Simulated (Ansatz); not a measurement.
The elements of this relaxed trial crystal are hidden behind letters.

```
lattice vectors (Å)
   3.6163    0.0000    0.0000
   0.0000    3.6163    0.0000
   0.0000    0.0000    7.6606
fractional positions
X 0.0000 0.0000 0.0000
Z 0.0000 0.5000 0.5000
Z 0.5000 0.0000 0.5000
Q 0.5000 0.5000 0.1792
Q 0.5000 0.5000 0.8208
```

These are results of DFT PBE, scalar-relativistic, plane waves, PAW (Ansatz 0.2.0), not measurements. Cutoff 420 eV, Γ-centred 10×10×6 mesh (5-atom cell), Gaussian smearing of 0.10 eV, no spin polarisation.

```
Space group                                : P4/mmm (No. 123)
Conventional cell                          : a = 3.616 Å, c = 7.661 Å
Volume per atom                            : 20.04 Å³
Density                                    : 7.75 g/cm³
Energy over the elements                   : −0.18 eV/atom
Gap on the 10×10×6 mesh of the 5-atom cell : 0 eV (a metal)
```

Energies are uncorrected and count from the elements' standard states at the same level.

Q: X is a d-block element of period 6, Z is a p-block element of period 4 and Q is a p-block element of period 4. Which elements are they?

A: X = Hf, Z = Ga, Q = As, so the formula is HfGa2As2. Density times volume gives a mean mass of 7.75 × 20.04/1.6605 = 93.5 u per atom, and this set has 93.6 u. Hf has 8 As at 2.90 Å; Ga is surrounded by 4 Ga at 2.56 Å and 4 As at 3.05 Å; around As lie 1 As at 2.75 Å, 4 Hf at 2.90 Å, 4 Ga at 3.05 Å and 4 As at 3.62 Å. Swapping Ga and As leaves the mass as it is, so only the distances can place them.

These runs have no spin–orbit coupling, which can matter for Hf. Symmetry constrained the relaxation, so the result can be a saddle point. Another cell of HfGa2As2 relaxed alike, in P-3m1, lies 175 meV/atom lower, so this cell isn't the stable form at this level.
